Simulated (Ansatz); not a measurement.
**Lu (dhcp)**

Computed with Ansatz (plane waves, PAW, 420 eV cutoff): HSE06, scalar-relativistic, no spin polarisation, 8×8×2 k-mesh, Gaussian smearing of 0.05 eV. The datasets are Ansatz's generated set soft_2.

```cif
data_structure
_symmetry_space_group_name_H-M 'P 1'
_symmetry_Int_Tables_number 1
_cell_length_a 3.5585
_cell_length_b 3.5585
_cell_length_c 11.1826
_cell_angle_alpha 90.000
_cell_angle_beta 90.000
_cell_angle_gamma 120.000
_cell_volume 122.63
loop_
_atom_site_label
_atom_site_type_symbol
_atom_site_fract_x
_atom_site_fract_y
_atom_site_fract_z
_atom_site_occupancy
Lu1 Lu 0.00000 0.00000 0.00000 1
Lu2 Lu 0.00000 0.00000 0.50000 1
Lu3 Lu 0.33333 0.66667 0.25000 1
Lu4 Lu 0.66667 0.33333 0.75000 1
```

At room temperature and ambient pressure Lu is hcp.

The volume is at zero pressure for this level.

Path: Γ–M–K–Γ–A–L–H–A | L–M | H–K, with Γ = (0.000, 0.000, 0.000), M = (0.500, 0.000, 0.000), K = (0.333, 0.333, 0.000), A = (0.000, 0.000, 0.500), L = (0.500, 0.000, 0.500), H = (0.333, 0.333, 0.500) in reciprocal vectors of the calculation's cell.

Is it a metal or an insulator, and if it has a gap, where are the band edges on this path?

A metal: bands cross the Fermi level.

Bands as a text map, energy in eV from the Fermi level (dashes), each leg drawn with the same width:
```
  2.86 | *****    **  **** ***     **** **     
  2.57 |*  *     ** ***** *         * **       
  2.29 | *  **     *   * * **     ** *  **     
  2.00 | * *  *    *  *  *   *        *        
  1.71 |    ** *** * *    *   *    *  ****    *
  1.43 |***** *    **      ***   **  *****  ** 
  1.14 | **  * * *** *        ** *         *   
  0.86 |  *   * **    **  *    **         *****
  0.57 |  *    * **     *         * *      **  
  0.29 |*  *   **** **** *         *         **
  0.00 |-*--****---*------**------*----***-----
 -0.29 |   ***             ***** *   *****     
 -0.57 |  * *******         *****    **********
 -0.86 |   *   * **             *         ***  
 -1.14 |  *    **              ***        *****
 -1.43 |      **              **               
 -1.71 |    ****           *            **     
 -2.00 |    ***  * *        ***   *  *****     
 -2.29 | *  ***           *            ***     
 -2.57 |*    *      **      **       **        
 -2.86 |   **    *    *          *     ***     
 -3.14 |               * *         *           
 -3.43 |          *     *           *          
 -3.71 |  *                *                   
 -4.00 |  **           *                       
 -4.29 |              *                        
 -4.57 |           * *            *            
 -4.86 | *        *                            
        Γ   M   K   Γ   A   L   H   AL   MH   K
```

These numbers lack spin–orbit coupling. For a metal under a hybrid functional this mesh is coarse.
